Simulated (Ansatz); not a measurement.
A relaxed cell of RbAu2 is given with its symmetry left out. The cell was found from a structure generator's guess, not taken from experiment.

Level of theory: DFT PBE, scalar-relativistic, plane waves, PAW in Ansatz. Cutoff 420 eV, Γ-centred mesh, Gaussian smearing, no spin polarisation.

```
Rb Au
1.0
     4.72416    0.00000    0.00000
    -2.36208    4.09124    0.00000
     0.00000    0.00000    4.98619
Rb Au
1 2
Cartesian
  0.0000 0.0000 2.4931
  0.0000 2.7275 0.0000
  2.3621 1.3637 0.0000
```

Formation energies are uncorrected and refer to the elements' standard structures at the same level.

Question: What space group does it have?

Answer: P6/mmm (No. 191), the AlB2 type. Conventional cell: a = 4.724 Å, c = 4.986 Å. Rb has 12 Au at 3.70 Å and 8 Rb at 4.72–4.99 Å; around Au lie 3 Au at 2.73 Å and 6 Rb at 3.70 Å.

Question: How far does it lie from the elements in energy?

Answer: −0.23 eV/atom. Whether it is stable depends on the other phases of the system, which aren't compared here.

Question: Is it a metal?

Answer: Yes, bands cross the Fermi level on the 12×12×10 mesh.

The last run used a 12×12×10 mesh (in the run's order of axes) for its 3-atom cell and Gaussian smearing of 0.10 eV. These runs have no spin–orbit coupling, which can matter for Au. Symmetry constrained the relaxation, so the result can be a saddle point.
